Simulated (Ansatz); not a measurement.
CuI (zinc blende), conventional cell a = b = c = 6.079 Å, α = β = γ = 90.00°. The calculation uses the primitive cell of 2 atoms, to which meshes and values per cell refer.

E(V) scan at fixed shape, V₀ the volume above. Symmetry pins the atoms to their sites.

All values below come from PBE (plane waves to 420 eV, PAW, scalar-relativistic; Ansatz, a program for electronic structure). k mesh 9×9×9 (Γ-centred), Fermi-Dirac smearing 0.05 eV. Energies are smeared free energies. CuI is run without spin polarisation. CuI was relaxed with its symmetry unable to fall. Spin-orbit coupling is left out, though I is heavy. ΔE is measured from the relaxed starting cell.

```csv
V (Å³/atom),ΔE (meV/atom)
25.277,42.3
25.979,22.5
26.681,9.4
27.383,2.2
28.085,0.0
28.787,2.1
29.490,7.8
30.192,16.6
30.894,28.1
```

Q: What is the fitted pressure derivative B₀′?

A: 5.2.

Q: What bulk modulus B₀ follows from a third-order Birch-Murnaghan fit?

A: 38.9 GPa. Check by three points about V = 28.085 Å³/atom, step 0.702: d²E/dV² ≈ (2.2 − 2·0.0 + 2.1) meV / 0.702² = 0.00872 eV/Å⁶, and V·d²E/dV² × 160.2 = 39.2 GPa.

(A scan under strain: stresses follow from slopes of the energy per volume, elastic moduli from its curvatures.)
